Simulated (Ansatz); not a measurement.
LaAs (zincblende structure)

Method: PBEsol, scalar-relativistic; no spin polarisation; PAW, 420 eV, 10×10×10 k-mesh; code Ansatz. The datasets are Ansatz's generated set soft_2.

```yaml
crystal:
  lattice:
    - [0.00000, 3.35933, 3.35933]
    - [3.35933, 0.00000, 3.35933]
    - [3.35933, 3.35933, 0.00000]
  atoms:
    - { symbol: La, position: [0.00000, 0.00000, 0.00000] }
    - { symbol: As, position: [0.25000, 0.25000, 0.25000] }
```

This is a trial structure; measured cells of the compound in the Crystallography Open Database are in space group Fm-3m (rock salt).

What is the high-frequency dielectric tensor ε∞ (density-functional perturbation theory, local fields included)?

8.58 (isotropic)

What is the static dielectric tensor, the lattice's part included?

13.19 (isotropic)

Give the Born effective charges (a third of the trace, site by site).

La 3.13; As -3.13 e.

List the optical modes at the zone centre without the LO–TO term, with degeneracy and infrared intensity.

| ω (cm⁻¹) | degeneracy | IR intensity ((D/Å)²/u) |
| --- | --- | --- |
| 168 | 3 | 13.94 |

Where do the optical modes lie for q → 0 along (0.00, 0.00, 1.00), with the long-range field?

168 (×2), 209 cm⁻¹.

Where do the optical modes lie for q → 0 along (0.00, 1.00, 0.00), with the long-range field?

168 (×2), 209 cm⁻¹.

An ε∞ of 8.58 means a refractive index of √ε∞ = 2.93 below the gap, far above the lattice modes.

With one infrared-active mode the Lyddane–Sachs–Teller relation ties the modes to the static constant, ε0 = 13.19, which is built from the same mode and Born charges: ω_LO = ω_TO √(ε0/ε∞) = 168.3 × √(13.19/8.58) = 209 cm⁻¹, and the run has a mode at 209 cm⁻¹.

The mean Born charge of La is 3.13 against a formal +3. The two nearly agree, as for rigid ions.

Semilocal functionals make the gap too small and so ε∞ somewhat too large. These numbers lack spin–orbit coupling.
